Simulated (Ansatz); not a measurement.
Relaxed GaN (wurtzite):

```xyz
4
Lattice="3.2184 0.0000 0.0000 -1.6092 2.7872 0.0000 0.0000 0.0000 5.2432" Properties=species:S:1:pos:R:3 pbc="T T T"
Ga     1.6092     0.9291     0.0051
Ga     0.0000     1.8581     2.6267
N      1.6092     0.9291     3.2730
N      0.0000     1.8581     0.6514
```

Method: PBE (plane waves to 420 eV, PAW, scalar-relativistic; Ansatz, a program for electronic structure). k mesh 10×10×5 (Γ-centred), Fermi-Dirac smearing 0.05 eV. GaN was relaxed with its symmetry unable to fall.

One atom of the cell was then moved (with its periodic images), all else fixed, and the forces (eV/Å) came out as:

| atom | Fx | Fy | Fz |
|---|---|---|---|
| Ga1 | 0.127 | 0.121 | -0.055 |
| Ga2 | 1.818 | 1.274 | -0.360 |
| N3 | -2.032 | -1.466 | 0.420 |
| N4 | 0.087 | 0.071 | -0.004 |

Question: Which atom was moved, and by which vector (Å)?

Answer: N3, by (0.11, 0.11, 0.00), 0.16 Å in all.

(A displaced cell: forces are minus the slopes of the energy, force constants its curvatures, and phonons follow from these.)
